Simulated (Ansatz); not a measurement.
PtSe₂ (started from an entry of an open crystallographic database), relaxed with r2SCAN+rVV10: 3 runs in Ansatz, each a construction of maximally localised Wannier functions. The symmetry is P-3m1 (No. 164, trigonal); conventional cell a = 3.729 Å, c = 5.277 Å, 21.18 Å³ an atom. Pt has 6 Se at 2.51 Å; Se has 3 Pt at 2.51 Å. Calculated for a static, non-magnetic cell.

```yaml
crystal:
  lattice:
    - [3.72866, 0.00000, 0.00000]
    - [-1.86433, 3.22911, 0.00000]
    - [0.00000, 0.00000, 5.27703]
  atoms:
    - { symbol: Pt, position: [0.00000, 0.00000, 0.00000] }
    - { symbol: Se, position: [0.33333, 0.66667, 0.24622] }
    - { symbol: Se, position: [0.66667, 0.33333, 0.75378] }
```

Windows count from the Fermi level (the cell has no gap); a dash means that no such window was set (without an outer window there is no disentanglement). Rows marked drawn have settings drawn at random (some not listed).

```csv
functional,SCF mesh,trial orbitals,functions,mesh,window (eV),frozen (eV),settings,Ω total (Å²),Ω invariant (Å²),largest spread (Å²),least projectability,"interpolation miss of the model's filled bands (eV, to the nearest computed level)"
PBE,6×6×4,"Pt d, Se p",11,6×6×4,–,–,chosen,19.05,18.01,2.19,0.64,0.027
r2SCAN,6×6×4,"Pt d, Se p",11,6×6×4,–,–,chosen,18.62,17.65,2.14,0.63,0.023
PBE,6×6×4,"Pt d, Se p (loose tolerance)",11,6×6×4,–,–,drawn,19.05,18.01,2.19,0.64,0.024
```

Spin-orbit coupling is left out, which matters wherever the heavy atoms make up the band edges.
